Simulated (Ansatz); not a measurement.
## NiRhAs: enthalpy against pressure

NiRhAs, P4/nmm, a = 3.585 Å, c = 6.106 Å. The structure is a COD entry; whether it is the stable form wasn't checked. Ansatz: r2SCAN, PAW, 500 eV, Γ-centred 10×10×6 mesh on 6 atoms, Gaussian smearing 0.10 eV; no spin polarisation. Cell and atoms are relaxed at each pressure, and no other structure is tried, so the rows at high pressure may lie past a change of phase. y is the enthalpy over the state at zero pressure; there V0 = 13.082 Å³/atom. The pressures are the targets, met within 0.04 GPa.

| P (GPa) | y (eV/atom) |
| --- | --- |
| -2.0 | -0.1641 |
| 0.0 | 0.0000 |
| 2.0 | 0.1625 |
| 5.0 | 0.4035 |
| 10.0 | 0.7983 |
| 20.0 | ? |
| 40.0 | 3.0285 |

Task: Fit y = c1 P + c2 P² + c3 P³ to the other rows, say what c1 and c2 mean, and predict the missing value.

Result: Least squares on the rows shown. y = 0.081640 P − 0.00019213 P² + 1.0986×10⁻⁶ P³. Since dH/dP = V, c1 is V0: 0.081640 eV/GPa × 160.2 = 13.079 Å³ against 13.082; c2 = −V0/(2B0) gives B0 = 212 GPa, where a Birch–Murnaghan fit to the volumes of the same runs (not shown) gives 205 GPa. At P = 20.0 the fit asked for gives 1.5647 eV/atom. The run gave 1.5656 eV/atom, so the fit is 0.0009 eV/atom too low, 0.028 % of the span of the series, against an rms of 0.00003 eV/atom on the fitted rows. With a term in P⁴ added, a fit to the same known rows predicts 1.5657 eV/atom, so most of the miss is curvature that the known rows already hold.